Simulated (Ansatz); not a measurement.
Cu Kα1 powder pattern (kinematic, no thermal factors).
2θ (°) (relative intensity): 21.83 (2), 25.27 (100), 29.25 (3), 29.27 (1), 36.81 (2), 41.84 (25), 41.86 (48), 42.55 (1), 49.51 (31), 49.54 (15), 51.88 (1), 60.66 (8), 60.71 (4), 66.78 (6), 66.80 (12), 76.42 (16), 76.46 (7), 81.99 (7), 82.02 (3), 82.06 (3)

The pattern is computed from a structure relaxed with DFT PBE, scalar-relativistic, plane waves, PAW in Ansatz 0.2.0. No spin polarisation. Its elements are As, Ga, Sb.

Question: Give the structure.

Answer: Ga4Sb3As.
Space group P-4m2 (No. 115). a = 4.315 Å, b = 4.315 Å, c = 12.193 Å, α = 90.00°, β = 90.00°, γ = 90.00°
| atom | site | symmetry | x | y | z |
| --- | --- | --- | --- | --- | --- |
| Ga | 2g | 2mm. | 0.5000 | 0.0000 | 0.6293 |
| Ga | 2g | 2mm. | 0.0000 | 0.5000 | 0.8874 |
| Sb | 2f | 2mm. | 0.5000 | 0.5000 | 0.2418 |
| Sb | 1d | -4m2 | 0.0000 | 0.0000 | 0.5000 |
| As | 1a | -4m2 | 0.0000 | 0.0000 | 0.0000 |

A pattern alone doesn't exclude other cells with like lines; this is the one computed.

The structure comes from a generated guess; another structure or a mixture of phases may lie lower.
